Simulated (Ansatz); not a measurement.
# Ta4O: how the energy converges with the cutoff

Ta4O, P1, a = 3.232 Å, b = 3.261 Å, c = 7.384 Å, α, β, γ = 90.8°, 89.0°, 90.5°. Ansatz: PBE, PAW, cutoff varied, Γ-centred 10×10×4 mesh on 5 atoms, Gaussian smearing 0.10 eV; no spin polarisation. Single points at one geometry with displaced atoms, the cutoff alone changed; ΔE is the energy at zero smearing over the run at 600 eV. The runs up to 350 eV lie under the cutoff recommended for these PAW datasets.

| cutoff (eV) | ΔE (meV/atom) |
| --- | --- |
| 200 | 2233.91 |
| 250 | 450.13 |
| 300 | 98.13 |
| 350 | 22.14 |
| 420 | ? |

Q: Assume ΔE falls exponentially with the cutoff, fit y = ln ΔE against x, the cutoff in eV, to the other rows, and predict the missing value.

A: y = 7.712, 6.110, 4.586, 3.097. Means x = 275.0, y = 5.3763; Σ(Δx)² = 12500, ΣΔxΔy = -384.2; the slope is their ratio. y = 13.83 − 0.03074 x, a factor of ten per 75 eV. At 420 eV this gives ΔE = 2.51 meV/atom. The run gave 1.83, a ratio of 1.37. Between neighbouring rows the decay runs from a factor of ten per 65 eV to one per 77 eV, so one exponential is only a rough guide.

Cost: 6 runs of about 1 core-minutes in all, on AMD EPYC 9R45 (Zen 5) (shared hosts).